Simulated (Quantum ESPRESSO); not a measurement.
Field gradients of MgBe3Te4 from PBE PAW (JTH datasets; density from pw.x of a modified build of Quantum ESPRESSO, gradients reconstructed from it by a script). The input of pw.x:

```
&CONTROL
  calculation = 'scf'
  prefix = 'x'
  pseudo_dir = './pseudo'
  outdir = './out'
  tprnfor = .true.
/
&SYSTEM
  ibrav = 0
  nat = 8
  ntyp = 3
  ecutwfc = 40
  ecutrho = 160
  occupations = 'fixed'
  nbnd = 27
/
&ELECTRONS
  conv_thr = 1e-11
/
ATOMIC_SPECIES
Mg 24.305 Mg.GGA_PBE-JTH.UPF
Te 127.600 Te.GGA_PBE-JTH.UPF
Be 9.012 Be.GGA_PBE-JTH.UPF
CELL_PARAMETERS angstrom
    5.895448665000     0.000000000000     0.000000000000
    0.000000000000     5.895448665000     0.000000000000
    0.000000000000     0.000000000000     5.895448665000
ATOMIC_POSITIONS crystal
Mg     0.000000000000     0.000000000000     0.000000000000
Te     0.266228805000     0.266228805000     0.266228805000
Be     0.000000000000     0.500000000000     0.500000000000
Te     0.266228805000     0.733771195000     0.733771195000
Be     0.500000000000     0.000000000000     0.500000000000
Te     0.733771195000     0.266228805000     0.733771195000
Be     0.500000000000     0.500000000000     0.000000000000
Te     0.733771195000     0.733771195000     0.266228805000
K_POINTS automatic
4 4 4 0 0 0
```
The cell was made here from a computed Materials Project entry: one of 4 Be replaced by Mg, cell and atoms relaxed (PBE without dispersion, pw.x of Quantum ESPRESSO, symmetry kept). The parent is BeTe in F-43m; whether this form has been observed was not checked. The swapped cell is a model, not a known phase. Stability against distortions was not tested.

Vzz is the sum of three terms, each taken along its main axis: the smooth valence density, the ions (nucleus and frozen core) with the augmentation charges of all other spheres, and the all-electron minus smooth density in the atom's own sphere. The split hangs on the datasets.  Cores are frozen. Te had no test against all-electron runs. Spin–orbit coupling is left out, a limit on Te.

```
site                   smooth valence density  ions and other spheres  own sphere  Vzz (a.u.)
---------------------  ----------------------  ----------------------  ----------  ----------
Te (atoms 2, 4, 6, 8)                  -0.014                   0.001           ?           ?
```

Problem. Some entries are withheld; supply them.

Solution. 
- Te (atoms 2, 4, 6, 8), own sphere: -1.747
- Te (atoms 2, 4, 6, 8), Vzz (a.u.): -1.761
